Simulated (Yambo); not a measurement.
Yambo run on Na$_{3}$BrO (anti-perovskite, space group Pm-3m, No. 221). The wavefunctions come from this Quantum ESPRESSO step (PBEsol, PseudoDojo standard norm-conserving files, fully relativistic):

```
&CONTROL
  calculation = 'nscf'
  pseudo_dir = './pseudo'
  outdir = './out'
/
&SYSTEM
  ibrav = 0
  nat = 5
  ntyp = 3
  ecutwfc = 88.0
  ecutrho = 352.0
  occupations = 'fixed'
  force_symmorphic = .true.
  nbnd = 277
  noncolin = .true.
  lspinorb = .true.
/
&ELECTRONS
  conv_thr = 5e-09
  diago_full_acc = .true.
  diago_thr_init = 1e-08
/
ATOMIC_SPECIES
O 15.9990 O.upf
Na 22.9898 Na.upf
Br 79.9040 Br.upf
CELL_PARAMETERS angstrom
  4.533130000000   0.000000000000   0.000000000000
  0.000000000000   4.533130000000   0.000000000000
  0.000000000000   0.000000000000   4.533130000000
ATOMIC_POSITIONS crystal
O   0.500000000000   0.500000000000   0.500000000000
Na   0.000000000000   0.500000000000   0.500000000000
Na   0.500000000000   0.000000000000   0.500000000000
Na   0.500000000000   0.500000000000   0.000000000000
Br   0.000000000000   0.000000000000   0.000000000000
K_POINTS automatic
2 2 2 0 0 0
```

Yambo input:

```
rim_cut
gw0
dyson
el_el_corr
HF_and_locXC
ppa
em1d
RandQpts= 1000000
RandGvec= 1 Ry
EXXRLvcs= 88 Ry
VXCRLvcs= 352 Ry
Chimod= "HARTREE"
% BndsRnXp
 7 | 276 |
%
NGsBlkXp= 7 Ry
% LongDrXp
 1.0 | 1.0 | 1.0 |
%
PPAPntXp= 27.2114 eV
% GbndRnge
 1 | 276 |
%
GTermKind= "BG"
DysSolver= "n"
ExtendOut
% QPkrange
 1 | 1 | 38 | 42 |
 2 | 2 | 40 | 41 |
 3 | 3 | 40 | 41 |
 4 | 4 | 40 | 41 |
%
```

k points by index: 1 = Γ, 2 = X, 3 = M, 4 = R.

The o-*.qp file then holds:

```
#    K-point    Band    Eo [eV]    E [eV]    E-Eo [eV]    Vxc [eV]    Vnlxc [eV]    Sc|Eo [eV]    Sc|E [eV]    dSc/dw|Eo [eV]    Re(Z)    Im(Z)
#
    1    38    -0.49092E-13    -0.936316    -0.936316    -17.83115    -23.17141    4.096340    4.403942    -8.937165    0.752759    -0.002192
    1    39    -0.49092E-13    -0.937216    -0.937216    -17.83115    -23.17147    4.095200    4.403098    -8.937169    0.752759    -0.002192
    1    40    0.000000    -0.934808    -0.934808    -17.83115    -23.17125    4.098240    4.405290    -8.935499    0.752794    -0.002192
    1    41    1.940596    2.562664    0.622068    -8.396037    -4.401129    -3.251969    -3.372839    -5.286142    0.837335    -0.001336
    1    42    1.940596    2.562664    0.622068    -8.396037    -4.401129    -3.251969    -3.372839    -5.286142    0.837335    -0.001336
    2    40    -0.183588    -1.138811    -0.955223    -17.54264    -23.00319    4.185934    4.505331    -9.095659    0.749471    -0.002589
    2    41    4.206887    4.999410    0.792523    -10.60979    -6.714093    -2.926464    -3.103176    -6.066441    0.817701    -0.001422
    3    40    -0.148094    -1.101014    -0.952920    -17.71166    -23.22191    4.238910    4.557326    -9.089932    0.749590    -0.002351
    3    41    4.480706    5.174314    0.693608    -7.967460    -3.691425    -3.447767    -3.582426    -5.281768    0.837448    -0.001367
    4    40    -0.714997    -1.711314    -0.996317    -16.13966    -21.45513    3.979976    4.319149    -9.257854    0.746120    -0.004439
    4    41    6.000959    6.908485    0.907526    -10.41299    -6.111569    -3.190251    -3.393892    -6.106372    0.816723    0.619101E-3
```
(The two width columns are left out.) Convergence of these settings isn't established.

Geometry of the Materials Project entry, not relaxed at this level.

The structure is a Materials Project entry; no match was found in the copy of COD used, and its stability was not checked.
